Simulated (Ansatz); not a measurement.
This run works on a generated trial structure, not on a known crystal.

Input and command of a plane-wave DFT calculation in Ansatz:

```yaml
crystal:
  lattice:
    - [5.2266761, 0.0, 0.0]
    - [-2.61333805, 4.52643428, 0.0]
    - [0.0, 0.0, 6.01431557]
  atoms:
    - { symbol: Zr, position: [0.33333333, 0.66666667, 0.81382014] }
    - { symbol: Zr, position: [0.33333333, 0.66666667, 0.18617986] }
    - { symbol: Zr, position: [0.66666667, 0.33333333, 0.18617986] }
    - { symbol: Zr, position: [0.66666667, 0.33333333, 0.81382014] }
    - { symbol: Zr, position: [0.33333333, 0.66666667, 0.5] }
    - { symbol: Zr, position: [0.66666667, 0.33333333, 0.5] }
    - { symbol: W, position: [0.0, 0.0, 0.0] }
    - { symbol: W, position: [0.0, 0.0, 0.5] }
basis:
  ecutwfc: 420
kpoints:
  mp_grid: { grid: [4, 4, 3] }
hamiltonian:
  xc: pbe
scf:
  occupations: { method: gaussian, width: 0.2 }
  lower_state_search: "off"
output:
  forces: true
  stress: true
  eigenvalues: true
relax:
  adjacent_minimum: "off"
  f_tol: 0.08
  max_steps: 16
  cell: { stress_tol: 0.8 }
```

```bash
ansatz run input.yaml --threads 1 --pin off --max-ram 2560MiB --backend cpu --events-out ev --progress --plain --runs-dir out
```

Processor: Intel(R) Xeon(R) Processor @ 2.50GHz (Skylake/Cascade Lake), 1 thread, on a host shared with other jobs.

Task: Estimate time, memory and problem size.

Result: About 3.1 min, peak memory 0.49 GiB. It solves 60 bands at 8 k points (after reduction by symmetry) with about 3443 plane waves (on the last cell), in 87 SCF iterations over 14 ionic steps.
